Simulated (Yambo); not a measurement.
Yambo run on YPO4 (space group I4_1/amd, No. 141). The wavefunctions come from this Quantum ESPRESSO step (PBEsol, PseudoDojo standard norm-conserving files, scalar-relativistic):

```
&CONTROL
  calculation = 'nscf'
  pseudo_dir = './pseudo'
  outdir = './out'
/
&SYSTEM
  ibrav = 0
  nat = 12
  ntyp = 3
  ecutwfc = 84.0
  ecutrho = 336.0
  occupations = 'fixed'
  force_symmorphic = .true.
  nbnd = 222
/
&ELECTRONS
  conv_thr = 1.2000000000000002e-08
  diago_full_acc = .true.
  diago_thr_init = 1e-08
/
ATOMIC_SPECIES
O 15.9990 O.upf
P 30.9738 P.upf
Y 88.9058 Y.upf
CELL_PARAMETERS angstrom
 -3.444920000000   3.444920000000   3.011875000000
  3.444920000000  -3.444920000000   3.011875000000
  3.444920000000   3.444920000000  -3.011875000000
ATOMIC_POSITIONS crystal
O   0.166400000000   0.341050000000   0.825350000000
O   0.091050000000   0.765700000000   0.674650000000
O   0.515700000000   0.341050000000   0.174650000000
O   0.091050000000   0.416400000000   0.325350000000
O   0.583600000000   0.908950000000   0.674650000000
O   0.658950000000   0.833600000000   0.174650000000
O   0.234300000000   0.908950000000   0.325350000000
O   0.658950000000   0.484300000000   0.825350000000
P   0.250000000000   0.750000000000   0.500000000000
P   0.500000000000   0.500000000000   0.000000000000
Y   0.000000000000   0.000000000000   0.000000000000
Y   0.750000000000   0.250000000000   0.500000000000
K_POINTS automatic
2 2 2 0 0 0
```

Yambo input:

```
rim_cut
gw0
dyson
el_el_corr
HF_and_locXC
ppa
em1d
RandQpts= 1000000
RandGvec= 1 Ry
EXXRLvcs= 84 Ry
VXCRLvcs= 336 Ry
Chimod= "HARTREE"
% BndsRnXp
 1 | 221 |
%
NGsBlkXp= 7 Ry
% LongDrXp
 1.0 | 1.0 | 1.0 |
%
PPAPntXp= 27.2114 eV
% GbndRnge
 1 | 221 |
%
GTermKind= "BG"
DysSolver= "n"
ExtendOut
% QPkrange
 1 | 1 | 40 | 41 |
 2 | 2 | 40 | 41 |
 3 | 3 | 40 | 41 |
 4 | 4 | 40 | 41 |
%
```

k points by index: 1 = Γ, 2 = X, 3 = N, 4 = M.

The o-*.qp file then holds:

```
#    K-point    Band    Eo [eV]    E [eV]    E-Eo [eV]    Vxc [eV]    Vnlxc [eV]    Sc|Eo [eV]    Sc|E [eV]    dSc/dw|Eo [eV]    Re(Z)    Im(Z)
#
    1    40    0.000000    -1.188337    -1.188337    -19.90523    -25.62632    4.255736    4.532753    -6.342830    0.810967    -0.987987E-3
    1    41    6.118909    7.253530    1.134621    -13.04934    -7.840326    -3.882111    -4.074390    -4.611092    0.855099    -0.795604E-3
    2    40    -0.459799    -1.722777    -1.262979    -19.27053    -25.05950    4.232673    4.525992    -6.319177    0.811539    -0.995341E-3
    2    41    5.983807    7.483529    1.499723    -12.70054    -6.776866    -4.172347    -4.423950    -4.564881    0.856342    -0.825887E-3
    3    40    -0.149655    -1.298229    -1.148574    -20.05699    -25.64878    4.178275    4.443213    -6.276255    0.812579    -0.980159E-3
    3    41    6.281119    7.845699    1.564580    -13.77148    -7.948446    -3.984298    -4.258452    -4.767853    0.850907    -0.851299E-3
    4    40    -0.692400    -1.926552    -1.234152    -19.54346    -25.23242    4.171614    4.454810    -6.243579    0.813372    -0.001022
    4    41    6.721003    8.389771    1.668768    -14.16906    -8.057962    -4.143688    -4.442330    -4.869462    0.848212    -0.903723E-3
```
(The two width columns are left out.) Convergence of these settings isn't established.

Geometry of the Materials Project entry, not relaxed at this level.
